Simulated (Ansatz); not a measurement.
Hg2SeS:
```
CELL_PARAMETERS angstrom
      4.24282     0.00000     0.00000
      0.00000     4.24282     0.00000
      0.00000     0.00000     6.01080
ATOMIC_POSITIONS crystal
  Hg 0.50000 0.00000 0.76258
  Hg 0.00000 0.50000 0.23742
  Se 0.00000 0.00000 0.50000
  S  0.50000 0.50000 0.00000
```

Relaxed with PBEsol.

Q: Map the electron localisation function on the plane through (0.500, 0.000, 0.763) spanned by u = [1, 0, 0] and v = [0, 0, 1] in lattice vectors, from plane-wave PAW PBEsol (Ansatz code).

A: x is the fraction of u, y of v (the angle between them is 90°; rows are the nearest grid lines); atoms in the plane: Hg at (0.00, 0.00), Se at (0.50, 0.74).
```
|@%#*+=-::----::-=+*#%@|
|%%#*+-:-=+**+=-:-+*#%%|
|**+=-:=#%@@@@%#=:-=+**|
|++=-:-*%@@@@@@%*-:-=++|
|=--:-+%@@@%%@@@%+-:--=|
|:::-*%@@%=::=%@@%*-:::|
|..:=*%@@#-..-#@@%*=:..|
|..:=#%@@%=::=%@@%#=:..|
|  .-*%@@@#**#@@@%*-.  |
|   :=*%%@@@@@@%%*=:   |
|   .-+*#%%@@%%#*+-.   |
|    .-=*##%%##*=-.    |
|      ..::--::..      |
|        ......        |
|                      |
|                      |
|                      |
|....              ....|
|::::..          ..::::|
|===---:.      .:---===|
|+++==--:.    .:--==+++|
|***+==-:.    .:-==+***|
|%#**+=-::....::-=+**#%|
|@%#*+=-::----::-=+*#%@|
```
Scale: ten equal steps from 0.006 (start of ' ') to 0.797 (end of '@'), in the order ' .:-=+*#%@'; x runs from 0.000 to 1.00, y from 0.000 (bottom) to 1.00 (top).

The density is the valence pseudo-density with augmentation charge, so density and ELF within about 1 Å of a nucleus are not all-electron values.

Space group P-4m2. The workflow started from a Materials Project entry (that database holds measured and hypothetical structures alike); the Crystallography Open Database copy checked does not list it. Whether it is the stable phase at ambient conditions was not checked. Symmetry was held in the PBEsol relaxation; whether a distortion lowers the energy is not shown. Spin–orbit coupling is left out wherever it is not named.

Potentials: the later of the program's two PAW sets.
